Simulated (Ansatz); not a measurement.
AlNi (CsCl type)

```
CELL_PARAMETERS angstrom
      2.86315     0.00000     0.00000
      0.00000     2.86315     0.00000
      0.00000     0.00000     2.86315
ATOMIC_POSITIONS crystal
  Al 0.00000 0.00000 0.00000
  Ni 0.50000 0.50000 0.50000
```

The slice is a {100} plane (indices of the conventional cell) through the point (0.000, 0.000, 0.000) (fractional), spanned by u = [100] and v = [010] in vectors of this cell: u (2.86 Å) and v (2.86 Å, at 90° to u). It covers one period; positions are fractions (u, v).

All values below come from r2SCAN (plane waves to 500 eV, PAW, scalar-relativistic; Ansatz, an electronic-structure program). k mesh 16×16×16. Inside the PAW spheres the values are not all-electron values, and peaks at nuclei hang on which shells count as valence. AlNi is run without spin polarisation. AlNi was relaxed with its symmetry unable to fall.

Three fields on this plane, each scaled to ten steps between its own extremes (0 low, 9 high; the total valence density on a logarithmic scale, the potential cut 8 eV below its top; x marks points blanked near nuclei; v = 0 in the bottom row):

Map A
```
|xxxxxxxxxx046777640xxxxxxxxx|
|xxxxxxxxxx146777641xxxxxxxxx|
|xxxxxxxxxx256787652xxxxxxxxx|
|xxxxxxxxx03578887530xxxxxxxx|
|xxxxxxxxx14678887641xxxxxxxx|
|xxxxxxxx0357889887530xxxxxxx|
|xxxxxxx035678999876530xxxxxx|
|xxxxxx03567899999876530xxxxx|
|xxxx013567899999998765310xxx|
|0012345678999999999876543210|
|4445567789999999999987765544|
|6666778899999999999998877666|
|7777888999999999999999888777|
|7778889999999999999999988877|
|7777888999999999999999888777|
|6666778899999999999998877666|
|4445567789999999999987765544|
|0012345678999999999876543210|
|xxxx013567899999998765310xxx|
|xxxxxx03567899999876530xxxxx|
|xxxxxxx035678999876530xxxxxx|
|xxxxxxxx0357889887530xxxxxxx|
|xxxxxxxxx14678887641xxxxxxxx|
|xxxxxxxxx03578887530xxxxxxxx|
|xxxxxxxxxx256787652xxxxxxxxx|
|xxxxxxxxxx146777641xxxxxxxxx|
|xxxxxxxxxx046777640xxxxxxxxx|
|xxxxxxxxxx046777640xxxxxxxxx|
```

Map B
```
|xxxxxxxxxx799999997xxxxxxxxx|
|xxxxxxxxxx899999998xxxxxxxxx|
|xxxxxxxxxx999999999xxxxxxxxx|
|xxxxxxxxx89999999998xxxxxxxx|
|xxxxxxxxx99998889999xxxxxxxx|
|xxxxxxxx9998877788999xxxxxxx|
|xxxxxxx999987666789999xxxxxx|
|xxxxxx99998665556689999xxxxx|
|xxxx899998654434456899998xxx|
|7789999986543222345689999987|
|9999998865432111234568899999|
|9999998764321000123467899999|
|9999987654210000012456789999|
|9999987653210000012356789999|
|9999987654210000012456789999|
|9999998764321000123467899999|
|9999998865432111234568899999|
|7789999986543222345689999987|
|xxxx899998654434456899998xxx|
|xxxxxx99998665556689999xxxxx|
|xxxxxxx999987666789999xxxxxx|
|xxxxxxxx9998877788999xxxxxxx|
|xxxxxxxxx99998889999xxxxxxxx|
|xxxxxxxxx89999999998xxxxxxxx|
|xxxxxxxxxx999999999xxxxxxxxx|
|xxxxxxxxxx899999998xxxxxxxxx|
|xxxxxxxxxx799999997xxxxxxxxx|
|xxxxxxxxxx799999997xxxxxxxxx|
```

Map C
```
|xxxxxxxxxx232000232xxxxxxxxx|
|xxxxxxxxxx332111233xxxxxxxxx|
|xxxxxxxxxx442111244xxxxxxxxx|
|xxxxxxxxx55432223455xxxxxxxx|
|xxxxxxxxx66543334566xxxxxxxx|
|xxxxxxxx7876544456787xxxxxxx|
|xxxxxxx799875555578997xxxxxx|
|xxxxxx79998765656789997xxxxx|
|xxxx568998877666778899865xxx|
|2234567888777777777888765432|
|2334456777777777777777654433|
|1222345567778888877765543222|
|0011234556778888877655432110|
|0011234566778888877665432110|
|0011234556778888877655432110|
|1222345567778888877765543222|
|2334456777777777777777654433|
|2234567888777777777888765432|
|xxxx568998877666778899865xxx|
|xxxxxx79998765656789997xxxxx|
|xxxxxxx799875555578997xxxxxx|
|xxxxxxxx7876544456787xxxxxxx|
|xxxxxxxxx66543334566xxxxxxxx|
|xxxxxxxxx55432223455xxxxxxxx|
|xxxxxxxxxx442111244xxxxxxxxx|
|xxxxxxxxxx332111233xxxxxxxxx|
|xxxxxxxxxx232000232xxxxxxxxx|
|xxxxxxxxxx221000122xxxxxxxxx|
```

Assign the maps to these fields: electron localisation function (ELF); valence electron density; electrostatic potential energy of an electron, from the cell's mean.

A is the electrostatic potential energy of an electron, from the cell's mean; B is the electron localisation function (ELF); C is the valence electron density.
